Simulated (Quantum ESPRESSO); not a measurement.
# Al3GeN3Si: input and log of a self-consistent run

A calculation, not a measurement. The program is pw.x of Quantum ESPRESSO 7.5 (plane-wave density functional theory). The cell is made up: 8 atoms on a zincblende/diamond lattice, with randomly drawn elements, strain and displacements, not relaxed. PseudoDojo standard norm-conserving files (v0.5 for PBE, v0.4.1 for LDA and PBEsol) set the functional; there is no spin polarisation, spin-orbit coupling or dispersion term, and the masses in the input are unused placeholders.

Input:

```
&control calculation='scf', pseudo_dir='./dojo.nc.sr.pbe.v0_5.standard.upf', outdir='./o', disk_io='medium', tprnfor=.true., tstress=.true. /
&system ibrav=0, nat=8, ntyp=4, nbnd=27, ecutwfc=84.00895049, nosym=.true., tot_charge=0,
 occupations='smearing', smearing='fd', degauss=0.0018374661
/
&electrons conv_thr=7.350e-09, electron_maxstep=60, /
ATOMIC_SPECIES
Al 1.0 Al.upf
Ge 1.0 Ge.upf
N 1.0 N.upf
Si 1.0 Si.upf
CELL_PARAMETERS angstrom
4.6542 0.0 0.0
0.0 4.6542 0.0
0.0 0.0 4.6542
ATOMIC_POSITIONS angstrom
Al -0.0739 -0.0428 0.0244
Al 0.0454 2.3223 2.3418
Al 2.2855 0.0326 2.3948
Ge 2.3349 2.2566 0.0476
N 1.2671 1.171 1.0494
N 1.0821 3.4425 3.4849
N 3.3978 1.2064 3.4561
Si 3.5467 3.5337 1.2449
K_POINTS automatic
4 4 4 1 1 1
```

The log is shortened where brackets say so; the opening notice, blank lines, dates and the lines on written files are dropped, and the path of the files is cut. It prints rydbergs, bohrs and kilobars, and counts compression as positive stress. With no partly filled state, the Fermi energy that it prints is only some level between the filled and the empty states on the mesh, and need not lie in the true gap.

```
     Program PWSCF v.7.5
     Parallel version (MPI & OpenMP), running on       1 processor cores
     Number of MPI processes:                 1
     Threads/MPI process:                     1
     [start-up lines left out]
     bravais-lattice index     =            0
     lattice parameter (alat)  =       8.7952  a.u.
     unit-cell volume          =     680.3490 (a.u.)^3
     number of atoms/cell      =            8
     number of atomic types    =            4
     number of electrons       =        42.00
     number of Kohn-Sham states=           27
     kinetic-energy cutoff     =      84.0090  Ry
     charge density cutoff     =     336.0358  Ry
     scf convergence threshold =      7.3E-09
     mixing beta               =       0.7000
     number of iterations used =            8  plain     mixing
     Exchange-correlation= PBE
                           (   1   4   3   4   0   0   0)
     [axes and pseudopotential details left out]
   Cartesian axes
     site n.     atom                  positions (alat units)
         1        Al     tau(   1) = (  -0.0158781  -0.0091960   0.0052426  )
         2        Al     tau(   2) = (   0.0097546   0.4989687   0.5031584  )
         3        Al     tau(   3) = (   0.4910618   0.0070044   0.5145460  )
         4        Ge     tau(   4) = (   0.5016759   0.4848524   0.0102273  )
         5        N      tau(   5) = (   0.2722487   0.2516007   0.2254738  )
         6        N      tau(   6) = (   0.2324997   0.7396545   0.7487646  )
         7        N      tau(   7) = (   0.7300503   0.2592067   0.7425766  )
         8        Si     tau(   8) = (   0.7620429   0.7592497   0.2674788  )
     number of k points=    32  Fermi-Dirac smearing, width (Ry)=  0.0018
                       cart. coord. in units 2pi/alat
        k(    1) = (   0.1250000   0.1250000   0.1250000), wk =   0.0625000
        k(    2) = (   0.1250000   0.1250000   0.3750000), wk =   0.0625000
     [further k points left out]
     Dense  grid:    70751 G-vectors     FFT dimensions: (  54,  54,  54)
     Estimated max dynamical RAM per process >      86.38 MB
     Initial potential from superposition of free atoms
     starting charge      41.9912, renormalised to      42.0000
     Starting wfcs are   37 randomized atomic wfcs
     total cpu time spent up to now is        5.9 secs
     per-process dynamical memory:    52.4 Mb
     Self-consistent Calculation
     iteration #  1     ecut=    84.01 Ry     beta= 0.70
     Davidson diagonalization with overlap
     ethr =  1.00E-02,  avg # of iterations =  4.6
     total cpu time spent up to now is       16.5 secs
     total energy              =    -262.44976156 Ry
     estimated scf accuracy    <       1.76077208 Ry
     iteration #  2     ecut=    84.01 Ry     beta= 0.70
     Davidson diagonalization with overlap
     ethr =  4.19E-03,  avg # of iterations =  2.7
     total cpu time spent up to now is       27.3 secs
     total energy              =    -262.80963120 Ry
     estimated scf accuracy    <       2.07051888 Ry
     iteration #  3     ecut=    84.01 Ry     beta= 0.70
     Davidson diagonalization with overlap
     ethr =  4.19E-03,  avg # of iterations =  2.0
     total cpu time spent up to now is       37.4 secs
     total energy              =    -263.19530125 Ry
     estimated scf accuracy    <       0.03148974 Ry
     iteration #  4     ecut=    84.01 Ry     beta= 0.70
     Davidson diagonalization with overlap
     ethr =  7.50E-05,  avg # of iterations =  7.0
     total cpu time spent up to now is       54.0 secs
     total energy              =    -263.20971927 Ry
     estimated scf accuracy    <       0.00686543 Ry
     iteration #  5     ecut=    84.01 Ry     beta= 0.70
     Davidson diagonalization with overlap
     ethr =  1.63E-05,  avg # of iterations =  4.8
     total cpu time spent up to now is       66.4 secs
     total energy              =    -263.21067321 Ry
     estimated scf accuracy    <       0.00538832 Ry
     iteration #  6     ecut=    84.01 Ry     beta= 0.70
     Davidson diagonalization with overlap
     ethr =  1.28E-05,  avg # of iterations =  2.0
     total cpu time spent up to now is       74.9 secs
     total energy              =    -263.21151561 Ry
     estimated scf accuracy    <       0.00010058 Ry
     iteration #  7     ecut=    84.01 Ry     beta= 0.70
     Davidson diagonalization with overlap
     ethr =  2.39E-07,  avg # of iterations =  5.1
     total cpu time spent up to now is       85.5 secs
     total energy              =    -263.21155788 Ry
     estimated scf accuracy    <       0.00002048 Ry
     iteration #  8     ecut=    84.01 Ry     beta= 0.70
     Davidson diagonalization with overlap
     ethr =  4.88E-08,  avg # of iterations =  2.0
     total cpu time spent up to now is       94.7 secs
     total energy              =    -263.21156114 Ry
     estimated scf accuracy    <       0.00000518 Ry
     iteration #  9     ecut=    84.01 Ry     beta= 0.70
     Davidson diagonalization with overlap
     ethr =  1.23E-08,  avg # of iterations =  2.0
     total cpu time spent up to now is      102.6 secs
     total energy              =    -263.21156235 Ry
     estimated scf accuracy    <       0.00000039 Ry
     iteration # 10     ecut=    84.01 Ry     beta= 0.70
     Davidson diagonalization with overlap
     ethr =  9.23E-10,  avg # of iterations =  2.0
     total cpu time spent up to now is      111.6 secs
     total energy              =    -263.21156235 Ry
     estimated scf accuracy    <       0.00000014 Ry
     iteration # 11     ecut=    84.01 Ry     beta= 0.70
     Davidson diagonalization with overlap
     ethr =  3.28E-10,  avg # of iterations =  2.0
     total cpu time spent up to now is      122.3 secs
     End of self-consistent calculation
          k = 0.1250 0.1250 0.1250 (  8820 PWs)   bands (ev):
   -16.1297 -16.0935 -16.0637 -16.0177 -16.0051  -7.1851  -5.2934  -5.0646
    -1.0236   1.3730   2.9134   3.0691   4.3699   4.5436   4.8973   5.5691
     5.7277   5.8426   6.6687   8.1765   8.2367  10.0773  10.1583  10.4787
    12.4495  13.8312  13.9800
     [levels at the other k points left out]
     the Fermi energy is     9.1798 ev
!    total energy              =    -263.21156237 Ry
     estimated scf accuracy    <          6.0E-09 Ry
     smearing contrib. (-TS)   =      -0.00000000 Ry
     internal energy E=F+TS    =    -263.21156237 Ry
     The total energy is F=E-TS. E is the sum of the following terms:
     one-electron contribution =    -120.69359717 Ry
     hartree contribution      =      87.42278880 Ry
     xc contribution           =     -72.15209941 Ry
     ewald contribution        =    -157.78865458 Ry
     convergence has been achieved in  11 iterations
     Forces acting on atoms (cartesian axes, Ry/au):
     atom    1 type  1   force =     0.22558177    0.21883222   -0.25230257
     atom    2 type  1   force =     0.14441319   -0.17404610    0.14191927
     atom    3 type  1   force =    -0.13783227    0.10521052    0.10692762
     atom    4 type  2   force =    -0.05485892   -0.01380013   -0.11987368
     atom    5 type  3   force =    -0.08408366   -0.05300563    0.06435219
     atom    6 type  3   force =     0.02470616    0.02138926    0.01524611
     atom    7 type  3   force =     0.03289322   -0.02665023    0.01410100
     atom    8 type  4   force =    -0.15081949   -0.07792992    0.02963006
     Total force =     0.582923     Total SCF correction =     0.000165
     Computing stress (Cartesian axis) and pressure
          total   stress  (Ry/bohr**3)                   (kbar)     P=      206.73
   0.00134792  -0.00001265  -0.00038755          198.29       -1.86      -57.01
  -0.00001265   0.00142168  -0.00052651           -1.86      209.14      -77.45
  -0.00038755  -0.00052651   0.00144640          -57.01      -77.45      212.77
     init_run     :      5.33s CPU      5.72s WALL (       1 calls)
     electrons    :    109.16s CPU    116.43s WALL (       1 calls)
     forces       :      2.21s CPU      2.24s WALL (       1 calls)
     stress       :      8.43s CPU      8.48s WALL (       1 calls)
     [timing details left out]
     PWSCF        :   2m 5.31s CPU   2m13.19s WALL
     JOB DONE.
```

In other units: free energy -3581.176 eV for the cell, pressure 20.67 GPa, largest force component 6.487 eV/Å. A rerun of a related cell, with the same atoms placed differently, at 1437 eV and a 6 x 6 x 6 mesh moved values by no more than 0.004 eV in energy, 0.02 GPa in stress and 0.003 eV/Å in force.